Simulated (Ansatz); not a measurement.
ZrC (rock salt)

```
ZrC
1.0
    0.00000     2.35437     2.35437
    2.35437     0.00000     2.35437
    2.35437     2.35437     0.00000
C Zr
1 1
Direct
  0.00000   0.00000   0.00000
  0.50000   0.50000   0.50000
```

Equation-of-state scan: isotropic scaling of the cell above, V₀ being its volume. Symmetry pins the atoms to their sites.

Computed with PBE (plane waves to 420 eV, PAW, scalar-relativistic; Ansatz, a program for electronic structure). k mesh 17×17×17 (Γ-centred), Fermi-Dirac smearing 0.05 eV. Energies are smeared free energies. Compression counts positive. ZrC is run without spin polarisation. ZrC was relaxed with its symmetry unable to fall. ΔE is measured from the relaxed starting cell.

The scan covers V/V₀ from 0.940 to 1.060 in 13 points.

Question: What bulk modulus B₀ follows from a third-order Birch-Murnaghan fit?

Answer: 222 GPa.

Question: What is the fitted pressure derivative B₀′?

Answer: 4.1.

(A scan under strain: stresses follow from slopes of the energy per volume, elastic moduli from its curvatures.)
